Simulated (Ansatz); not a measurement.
**Calculated with Ansatz: YbAlAu, relaxation**

The command:

```bash
ansatz run input.yaml --threads 2 --pin off --max-ram 3584MiB --backend cpu --events-out ev --progress --plain --runs-dir out
```

input.yaml:

```yaml
crystal:
  lattice:
    - [7.313735, 0.0, 0.0]
    - [0.0, 4.320492, 0.0]
    - [0.0, 0.0, 8.563727]
  atoms:
    - { symbol: Au, position: [0.2653, 0.25, 0.37258] }
    - { symbol: Au, position: [0.2347, 0.75, 0.87258] }
    - { symbol: Au, position: [0.7653, 0.25, 0.12742] }
    - { symbol: Au, position: [0.7347, 0.75, 0.62742] }
    - { symbol: Yb, position: [0.03405, 0.25, 0.67447] }
    - { symbol: Yb, position: [0.46595, 0.75, 0.17447] }
    - { symbol: Yb, position: [0.53405, 0.25, 0.82553] }
    - { symbol: Yb, position: [0.96595, 0.75, 0.32553] }
    - { symbol: Al, position: [0.1391, 0.25, 0.0618] }
    - { symbol: Al, position: [0.3609, 0.75, 0.5618] }
    - { symbol: Al, position: [0.6391, 0.25, 0.4382] }
    - { symbol: Al, position: [0.8609, 0.75, 0.9382] }
kpoints:
  mp_grid: { grid: [3, 5, 3], shift: [0, 0, 0] }
magnetization:
  spin_polarized: false
scf:
  occupations: { method: gaussian, width: 0.0353 }
  lower_state_search: "off"
hamiltonian:
  pseudopotentials: { kind: paw }
  xc: r2scan
basis:
  ecutwfc: 500
  fft_grid_basis: typed
relax:
  max_steps: 40
  cell: { p_target: 0.0 }
output:
  forces: true
  stress: true
  eigenvalues: true
  bader: true
  populations: true
  elf: true
  write_potential: true
  volumetric_format: npy
  dos:
    e_range: [-12, 8]
    de: 0.05
    projected: { site_lists: { Al: [Al], Au: [Au], Yb: [Yb] } }
  write_density: true
checkpoint:
  read: saved_state
```

Origin of the cell: a known structure type with other elements, at an estimated volume, so it need not be a known compound.

The saved state is a converged single point of the same cell.

Excerpt of the output:

```
SCF iter   1: F=-110047.886152 eV  HF=-110047.927993 eV  Δρ=4.18e-3  dr2=5.54e-2  dr2_τ=2.03e-3
SCF iter   2: F=-110047.270275 eV  HF=-110047.981237 eV  Δρ=1.31e-2  dr2=4.51e-1  dr2_τ=8.92e-4  recentre
SCF iter   3: F=-110047.905634 eV  HF=-110047.933611 eV  Δρ=3.19e-3  dr2=3.40e-2  dr2_τ=4.05e-4  defer=67
SCF iter   4: F=-110047.928108 eV  HF=-110047.932905 eV  Δρ=1.20e-3  dr2=1.04e-2  dr2_τ=1.53e-4  defer=67
SCF iter   5: F=-110047.927387 eV  HF=-110047.933178 eV  Δρ=1.18e-3  dr2=4.00e-3  dr2_τ=2.42e-5  defer=67
SCF iter   6: F=-110047.931234 eV  HF=-110047.932995 eV  Δρ=8.36e-4  dr2=1.65e-3  dr2_τ=5.43e-6  defer=67
SCF iter   7: F=-110047.932816 eV  HF=-110047.932984 eV  Δρ=2.85e-4  dr2=1.81e-4  dr2_τ=4.50e-6  defer=67
SCF iter   8: F=-110047.932924 eV  HF=-110047.933011 eV  Δρ=1.82e-4  dr2=9.36e-5  dr2_τ=1.93e-7  defer=67
SCF iter   9: F=-110047.933266 eV  HF=-110047.933432 eV  Δρ=2.15e-4  dr2=1.24e-4  dr2_τ=4.27e-7  defer=67
SCF iter  10: F=-110047.933422 eV  HF=-110047.933426 eV  Δρ=3.53e-5  dr2=3.51e-6  dr2_τ=6.46e-8  defer=67
SCF iter  11: F=-110047.933426 eV  HF=-110047.933426 eV  Δρ=3.40e-6  dr2=3.81e-8  dr2_τ=1.91e-9
SCF iter  12: F=-110047.933426 eV  HF=-110047.933426 eV  Δρ=3.93e-6  dr2=4.02e-8  dr2_τ=1.16e-9
relax step   1: F+E_penalty+E_count = -110047.933426 eV  Δ(F+E_penalty+E_count) = +0.000e0 eV  max|allowed force component| = 3.175e-1 eV/Å  Δτ_max = 0.0000 Å  P = -5.671 GPa  Ω = 270.605 Å³ […]
relax step   2: F+E_penalty+E_count = -110048.443545 eV  Δ(F+E_penalty+E_count) = -5.101e-1 eV  max|allowed force component| = 1.056e-1 eV/Å  Δτ_max = 0.0476 Å  P = +2.083 GPa  Ω = 243.904 Å³ […]
relax step   3: F+E_penalty+E_count = -110048.656154 eV  Δ(F+E_penalty+E_count) = -2.126e-1 eV  max|allowed force component| = 8.952e-2 eV/Å  Δτ_max = 0.0648 Å  P = +0.322 GPa  Ω = 247.463 Å³ […]
relax step   4: F+E_penalty+E_count = -110048.741572 eV  Δ(F+E_penalty+E_count) = -8.542e-2 eV  max|allowed force component| = 1.190e-1 eV/Å  Δτ_max = 0.1077 Å  P = +0.424 GPa  Ω = 245.740 Å³ […]
relax step   5: F+E_penalty+E_count = -110048.782470 eV  Δ(F+E_penalty+E_count) = -4.090e-2 eV  max|allowed force component| = 1.041e-1 eV/Å  Δτ_max = 0.0529 Å  P = -0.139 GPa  Ω = 247.792 Å³ […]
relax step   6: F+E_penalty+E_count = -110048.791923 eV  Δ(F+E_penalty+E_count) = -9.452e-3 eV  max|allowed force component| = 1.660e-2 eV/Å  Δτ_max = 0.0184 Å  P = -0.011 GPa  Ω = 247.296 Å³ […]
relax step   7: F+E_penalty+E_count = -110048.792758 eV  Δ(F+E_penalty+E_count) = -8.356e-4 eV  max|allowed force component| = 1.151e-2 eV/Å  Δτ_max = 0.0103 Å  P = +0.058 GPa  Ω = 247.125 Å³ […]
relax step   8: F+E_penalty+E_count = -110048.792839 eV  Δ(F+E_penalty+E_count) = -8.037e-5 eV  max|allowed force component| = 3.457e-3 eV/Å  Δτ_max = 0.0046 Å  P = -0.014 GPa  Ω = 247.351 Å³ […]
relax step   9: F+E_penalty+E_count = -110048.790567 eV  Δ(F+E_penalty+E_count) = +2.272e-3 eV  max|allowed force component| = 3.311e-3 eV/Å  Δτ_max = 0.0000 Å  P = -0.021 GPa  Ω = 247.351 Å³  stress off target by 3.97e-2 GPa […]
SCF 9 converged in 10 iterations: F = -110048.790567 eV  dr2 = 2.38e-11
basis re-selected at this cell: Δ(F+E_penalty+E_count) = +2.272e-3 eV, ΔP = -0.007 GPa vs the last step (what re-selecting the basis moved, of the pressure what is left beyond the Pulay corre […]
SCF converged after 10 iterations
Free energy (F): -110048.790567 eV
Harris-Foulkes:  -110048.790567 eV  (|F-HF|=5.82e-11)
Internal energy: -110048.783548 eV  (E = F + TS)
E sigma→0 (E₀):  -110048.787057 eV
Entropy (-TS):   -0.007019 eV (-0.585 meV/atom)
Fermi energy:    14.051713 eV
--- Per-component energies (eV) ---
  E_band       = -1059.253435
  E_kinetic    = 3945.256423
  E_local      = -33959.330097  (includes V_loc(G=0)·N_el)
  E_nonlocal   = 2476.090697
  E_hartree    = 14809.721173
  E_xc         = -1676.531458
  E_vxc        = -2292.826934  (∫ρ·V_xc dr)
  E_paw        = -70245.633707  (= ΣΔE_a)
  E_vpaw       = -997.186013  (= ΣTr[D̂ρ^β])
  E_aug_tail   = 0.002866  (compensation charges beyond the density's cutoff)
  E_vtau       = 149.297507  (kinetic-family band-sum trace: ∫τ·v_τ [+ j·A + Jᵃ·Aᵃ] dr)
  E_ewald      = -25400.810543
  E_core_change = 2.451098  (= ΣΔE_core)
  E_smearing   = -0.007019  (= −TS)
  Σ components = -110048.790567   (vs F -110048.790567, Δ=0.00e0)
--- Forces (eV/Å), atoms counted from 1 ---
  atom   1  Au     0.001863     0.000000    -0.003311
  atom   2  Au    -0.001863    -0.000000    -0.003311
  atom   3  Au     0.001863     0.000000     0.003311
  atom   4  Au    -0.001863    -0.000000     0.003311
  atom   5  Yb     0.001687     0.000000     0.000932
  atom   6  Yb    -0.001687    -0.000000     0.000932
  atom   7  Yb     0.001687     0.000000    -0.000932
  atom   8  Yb    -0.001687    -0.000000    -0.000932
  atom   9  Al     0.003093    -0.000000     0.000435
  atom  10  Al    -0.003093    -0.000000     0.000435
  atom  11  Al     0.003093     0.000000    -0.000435
  atom  12  Al    -0.003093     0.000000    -0.000435
  max |Σ_I F_I| component: 5.42e-18 eV/Å
--- Stress (GPa, compression-positive) ---
       -0.039710      -0.000000       0.000000
       -0.000000      -0.003323      -0.000000
        0.000000      -0.000000      -0.020087
  P = ⅓ Tr σ = -0.0210 GPa (-0.210 kbar)
--- Relaxed structure (8 steps of the walk, 8 accepted, 1 SCFs on fresh bases) ---
  F+E_penalty+E_count = -110048.790567 eV   max|allowed force component| = 3.311e-3 eV/Å   (the final SCF, on the basis selected at the relaxed cell)
  cell:  # Å, volume = 247.3506 Å³
    - [7.165217, 0.0, 4.983e-17]
    - [0.0, 4.491139, 0.0]
    - [5.835e-17, 0.0, 7.686472]
  atoms:
    - { symbol: Au, position: [0.286349, 0.250000, 0.393088] }
    - { symbol: Au, position: [0.213651, 0.750000, 0.893088] }
    - { symbol: Au, position: [0.786349, 0.250000, 0.106912] }
    - { symbol: Au, position: [0.713651, 0.750000, 0.606912] }
    - { symbol: Yb, position: [0.013486, 0.250000, 0.688338] }
    - { symbol: Yb, position: [0.486514, 0.750000, 0.188338] }
    - { symbol: Yb, position: [0.513486, 0.250000, 0.811662] }
    - { symbol: Yb, position: [0.986514, 0.750000, 0.311662] }
    - { symbol: Al, position: [0.161825, 0.250000, 0.070169] }
    - { symbol: Al, position: [0.338175, 0.750000, 0.570169] }
    - { symbol: Al, position: [0.661825, 0.250000, 0.429831] }
    - { symbol: Al, position: [0.838175, 0.750000, 0.929831] }
--- Löwdin populations: 12 sites ---
  site symbol       q [e]
     0     Au     18.2966
     1     Au     18.2966
     2     Au     18.2966
     3     Au     18.2966
     4     Yb     24.2141
     5     Yb     24.2141
     6     Yb     24.2141
     7     Yb     24.2141
     8     Al      3.3041
     9     Al      3.3041
    10     Al      3.3041
    11     Al      3.3041
  spilling = 0.004026 (of n_electrons = 184.000000)
--- Bader charges: 12 sites ---
  site symbol  charge [e]  shift [e]
     0     Au     -2.6445     0.0021
     1     Au     -2.6445     0.0021
     2     Au     -2.6445     0.0021
     3     Au     -2.6445     0.0021
     4     Yb      1.4043     0.0000
     5     Yb      1.4043     0.0000
     6     Yb      1.4043     0.0000
     7     Yb      1.4043     0.0000
     8     Al      1.2402     0.0021
     9     Al      1.2402     0.0021
    10     Al      1.2402     0.0021
    11     Al      1.2402     0.0021
  estimated error of the sums over rays = 8.8e-4 e
```

The starting structure.

Space group Pnma (No. 62); the run's cell has a = 7.314 Å, b = 4.320 Å, c = 8.564 Å, α = 90.00°, β = 90.00°, γ = 90.00°. Shortest distances: Al–Au 2.79 Å, Au–Yb 3.09 Å, Al–Al 3.15 Å, Al–Yb 3.36 Å.

After:

Space group Pnma (No. 62); the run's cell has a = 7.165 Å, b = 4.491 Å, c = 7.686 Å, α = 90.00°, β = 90.00°, γ = 90.00°. Shortest distances: Al–Au 2.64 Å, Au–Yb 3.00 Å, Al–Yb 3.12 Å, Al–Al 3.40 Å.

- Free energy lowered by: 71.4 meV/atom
- Volume change: -8.59 %
- Final pressure: -0.02 GPa
- Relaxation steps listed: 9
- Gap on the mesh: none (metal)

Caveats: f shells without a U or exact exchange are poorly placed; no spin polarisation, so a magnetic state may lie lower; no spin-orbit coupling, though heavy elements are present; the relaxation held the start's symmetry, so the end may be a saddle point.

It ran for 8.7 min on 2 threads of Arm Neoverse V1, on a shared host, peak memory 1.3 GiB, from a saved density.
